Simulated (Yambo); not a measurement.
One stored BSE kernel of dimension 1440 for GaN (wurtzite, space group P6_3mc, No. 186) (Yambo, PBEsol bands; 6×6×4 mesh, 5 valence and 2 conduction bands, static screening with 34 bands and a 4 Ry block, scissor 0.54 eV, Tamm-Dancoff; broadening 0.15 eV; field along x), solved in several ways.

```tsv
solver	iterations	largest change of Im ε (% of its maximum)	rough time
Haydock, threshold 2 %	14	67	within a factor of two
Haydock, threshold 0.5 %	31	16	within a factor of two
Haydock, threshold 0.1 %	55	3.7	within a factor of two
Haydock, threshold 0.005 %	96	0.1	1
SLEPc, lowest 10 states	–	no full spectrum	within a factor of two
SLEPc, lowest 60 states	–	no full spectrum	within a factor of two
full diagonalisation	–	reference	about 5×
```

Haydock gives the spectrum without eigenstates, SLEPc the lowest states alone, full diagonalisation everything at a cost that grows as the cube of the dimension. Times include reading the kernel. Times are rough ratios from shared machines. Mesh and scissor weren't tested; the rows compare only with each other.

Spin-orbit coupling is not included.

Geometry relaxed with PBEsol; primitive cell a = 3.184 Å, b = 3.184 Å, c = 5.187 Å, α = 90.00°, β = 90.00°, γ = 120.00°.
